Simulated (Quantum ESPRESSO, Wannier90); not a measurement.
## Wannier functions of InAs (wurtzite)

```
CELL_PARAMETERS angstrom
      4.31140     0.00000     0.00000
     -2.15570     3.73378     0.00000
      0.00000     0.00000     7.08879
ATOMIC_POSITIONS crystal
  In 0.66667 0.33333 0.50059
  In 0.33333 0.66667 0.00059
  As 0.66667 0.33333 0.87491
  As 0.33333 0.66667 0.37491
```

Cell from Materials Project (mp-1007652), symmetrised, no further relaxation. Not found in the COD (Crystallography Open Database) copy used, which has the formula in other groups; not checked further. Computed values, not measurements, from PBEsol: Quantum ESPRESSO (norm-conserving PseudoDojo potentials, cutoff 68 Ry, spinors with spin-orbit coupling) on a Γ-centred 4×4×4 mesh, then Wannier90. Density: 12×12×6 mesh, cold smearing 0.01 Ry. With spin-orbit coupling a semilocal functional can close or falsely invert a small gap; the band order was not checked against a better method.

The plane-wave run has 92 bands and 56 electrons a cell. On the energy scale of pw.x, whose zero is arbitrary, the Fermi level lies at 7.67 eV.

Isolated groups of bands, relative to the Fermi level (bands from 45 on overlap up to the last one computed):

| bands | from (eV) | to (eV) | filling | weight on atomic waves |
|---|---|---|---|---|
| 1–8 | -35.62 | -35.61 | filled | As 3d 100 % |
| 9–20 | -34.89 | -34.88 | filled | As 3d 100 % |
| 21–28 | -14.99 | -14.87 | filled | In 4d 98 % |
| 29–40 | -14.26 | -14.00 | filled | In 4d 98 % |
| 41–44 | -11.83 | -9.87 | filled | As 4s 63 %, In 5p 21 %, In 5s 10 % |

Input w.win, without the blocks of cell, atoms and k-points (64 lines):

```
num_bands = 92
num_wann = 32
spinors = true
num_iter = 1000
conv_tol = 1.0e-6
conv_window = 4
dis_num_iter = 1000
dis_conv_tol = 1.0e-6
dis_froz_max = 9.17
write_hr = true
write_u_matrices = true
begin projections
f=-0.32696,0.34668,-0.49999: s;p
f=0.34459,-0.32331,-0.00215: s;p
f=-0.34413,0.32869,-0.12924: s;p
f=0.33646,-0.32091,0.37675: s;p
end projections
mp_grid = 4 4 4
```

This input has a fault. Which, and what does the program do?

wannier90.x stops with:
```
dis_windows: More states in the frozen window than target WFs
```
At some k-point more bands lie below dis_froz_max than there are Wannier functions, and every frozen state has to fit into the subspace. Here the deep bands below band 41 or between the kept ones were not excluded and fill the window; only bands 41-92 belong to the model. Mended as below, all else unchanged, the run goes through (Ω_I = 50.3 Å²) and follows the plane-wave bands to 24 meV rms (states up to 1.0 eV relative to the Fermi level).
```
num_bands = 52
exclude_bands = 1-40
```
